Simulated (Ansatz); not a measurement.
The start is a generated cell, TiB2 built in the CrSi2 structure type. Cell shape, volume and atoms are optimised at zero target pressure with PBE (plane waves to 420 eV, PAW, scalar-relativistic; Ansatz, a first-principles code). First-step values are on the input's coarse k-mesh.

Ansatz input (later rounds restart from its end on a renewed k-mesh):
Ansatz 0.2 input:
```yaml
crystal:
  lattice:
    - [4.075802, 0, 0]
    - [-2.037901, 3.529748, 0]
    - [0, 0, 5.862098]
  atoms:
    - { symbol: Ti, position: [0.5, 0, 0] }
    - { symbol: Ti, position: [0.5, 0.5, 0.33333333] }
    - { symbol: Ti, position: [0, 0.5, 0.66666667] }
    - { symbol: B, position: [0.16559, 0.33118, 0] }
    - { symbol: B, position: [0.83441, 0.16559, 0.33333333] }
    - { symbol: B, position: [0.66882, 0.83441, 0.66666667] }
    - { symbol: B, position: [0.83441, 0.66882, 0] }
    - { symbol: B, position: [0.16559, 0.83441, 0.33333333] }
    - { symbol: B, position: [0.33118, 0.16559, 0.66666667] }
basis: { ecutwfc: 420, ecutrho_ratio: 4, xc_grid: 2, fft_grid_basis: typed }
kpoints: { mp_grid: { grid: [7, 7, 4] } }
hamiltonian:
  xc: pbe
  dispersion: none
  pseudopotentials: { azcp: { folder: ./paw }, kind: paw }
scf: { occupations: { method: fermi_dirac, width: 0.05 } }
relax: { f_tol: 0.01, max_steps: 100, cell: { stress_tol: 0.02 } }
output: { forces: true, stress: true }
```

**Question.** What pressure does the first self-consistent step give?

**Answer.** +9 GPa (positive: the cell is compressed).

**Question.** How does the volume per atom move from start to end?

**Answer.** +8.7 %, from 9.37 to 10.18 Å³/atom.

**Question.** How do the shortest distances between atoms change?

**Answer.** The closest pairs of elements (up to four, under 3.6 Å), start → end: B–Ti 2.28 → 2.15 Å; B–B 2.28 → 2.21 Å; Ti–Ti 2.82 → 2.89 Å.

**Question.** Is the relaxed structure metallic? Give its gap.

**Answer.** No gap (metallic).

**Question.** Write out the relaxed structure.

**Answer.** 
Space group P6₂22 (No. 180); a = b = 4.2187 Å, c = 5.9472 Å, α = β = 90.00°, γ = 120.00°

```
atom  site  symmetry       x       y       z
----  ----  --------  ------  ------  ------
Ti      3d       222  0.5000  0.0000  0.5000
B       6j       ..2  0.4110  0.2055  0.1667
```

The space group stays P6₂22 (No. 180) (the run could not lower it); the end is AFLOW prototype AB2_hP9_180_d_j (C40, as in CrSi2), with 9 atoms in the primitive cell. Final values are on a 13×13×8 k-mesh of the relaxed cell. No spin polarisation in the result.

The run could not lose the symmetry of its start, so the end can be a saddle point.

The relaxed structure here is a generated cell of TiB2: the first start was made by placing the elements on the sites of a structure type, and the end was not matched to a known phase here, so it may be hypothetical. Known forms of TiB2 include space group No. 191.
